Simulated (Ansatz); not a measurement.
SiGe:
```cif
data_Ge2Si2
_chemical_formula_sum 'Si2 Ge2'
_space_group_name_H-M_alt 'P 1'
_space_group_IT_number 1
_cell_length_a 3.90087
_cell_length_b 3.90087
_cell_length_c 6.44245
_cell_angle_alpha 90.000
_cell_angle_beta 90.000
_cell_angle_gamma 120.000
loop_
_space_group_symop_operation_xyz
  'x, y, z'
loop_
_atom_site_label
_atom_site_type_symbol
_atom_site_fract_x
_atom_site_fract_y
_atom_site_fract_z
_atom_site_occupancy
Si1 Si 0.66667 0.33333 0.87456 1
Si2 Si 0.33333 0.66667 0.37456 1
Ge1 Ge 0.66667 0.33333 0.50044 1
Ge2 Ge 0.33333 0.66667 0.00044 1
```

Relaxed with PBEsol. The program Ansatz at the PBEsol level (PAW) gives a gap of 0.35 eV.

What gap does HSE06 give on the same cell (Ansatz, PAW)?

0.97 eV, 0.62 eV more. The hybrid was solved on a coarser mesh and at special points; its gap is the smallest among all of these.

```tsv
k	v1 PBEsol	c1 PBEsol	v1 HSE06	c1 HSE06
Γ	0.00	0.40	?	?
A	-0.97	1.20	?	?
K	-3.40	0.97	-3.68	1.59
H	-2.11	1.33	?	?
M	-1.53	0.35	-1.67	0.97
L	-2.52	0.61	?	?
```

Top valence (v1) and lowest conduction level (c1) in eV from each method's valence maximum (which need not be a listed point): supply the withheld HSE06 values.


- H, v1 HSE06: -2.29
- H, c1 HSE06: 2.04
- L, v1 HSE06: -2.74
- L, c1 HSE06: 1.27
- Γ, v1 HSE06: 0.00
- Γ, c1 HSE06: 1.10
- A, v1 HSE06: -1.05
- A, c1 HSE06: 1.96

Cost on shared cores: the PBEsol run (SCF on a 8×8×5 mesh, then bands and DOS) very roughly 50 core-seconds, the HSE06 run (SCF on 6×6×3, then a few points) about 5 core-minutes (a rough figure); the tasks are unlike.

Space group P6_3mc (wurtzite). The first step of the workflow began from a Materials Project structure, measured or hypothetical; the Crystallography Open Database copy checked does not list it. Its standing as an ambient phase is unchecked. The PBEsol relaxation kept the symmetry of its start; of distortions, only those at the zone centre were tested. Scalar-relativistic: spin–orbit coupling is off unless named, which matters more the heavier the elements.

Potentials: the later of the program's two PAW sets.
